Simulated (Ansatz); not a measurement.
Values for one crystal, relaxed and computed with the program Ansatz at the r²SCAN level (PAW); other levels are named.

* **Volume per atom**: 26.24 Å³
* **Electronic character**: metallic (no gap)
* **Density of states at the Fermi level**: 0.50 states/eV per atom (mean over ±0.08 eV)
* **Formation energy from the elements (no fitted shifts)**: -1.40 eV/atom

### Question
Which of these materials gives this?
A. CoGe, C2/m (Pearson symbol mS16)
B. TaO2, rutile
C. Ag3O, P-31m (O on 2d, Ag on 6k)
D. La5Ge3O, P6_3/mcm (La on 6g, La on 4d, Ge on 6g, O on 2b)

### Answer
D, La5Ge3O, P6_3/mcm (La on 6g, La on 4d, Ge on 6g, O on 2b)

The first step of the workflow began from a Materials Project structure, measured or hypothetical; the Crystallography Open Database copy checked does not list it. Its standing as an ambient phase is unchecked. Symmetry was held in the r²SCAN relaxation; its stability against distortions is not shown here. The references are the lowest solids computed at this level, not always the standard phases (solids in place of the gases). Spin–orbit coupling is left out wherever it is not named.

Potentials: the later of the program's two PAW sets.
